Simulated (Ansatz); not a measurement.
TiO2:
```
CELL_PARAMETERS angstrom
      4.58057     0.00000     0.00000
      0.00000     4.58057     0.00000
      0.00000     0.00000     2.94430
ATOMIC_POSITIONS crystal
  Ti 0.00000 0.00000 0.00000
  Ti 0.50000 0.50000 0.50000
  O  0.30523 0.30523 0.00000
  O  0.80523 0.19477 0.50000
  O  0.19477 0.80523 0.50000
  O  0.69477 0.69477 0.00000
```

Relaxed with HSE06.

Task: Give the Bader charges and basin volumes of the independent atoms, HSE06 in the plane-wave PAW code Ansatz.

Result: 

```tsv
atom	Bader charge (e)	Bader volume (Å³)
Ti1	+2.46	6.7
O3	-1.23	12.1
```

Space group P4_2/mnm (rutile). The HSE06 relaxation kept the symmetry of its start. The run is not spin-polarised.

Potentials: the later of the program's two PAW sets.
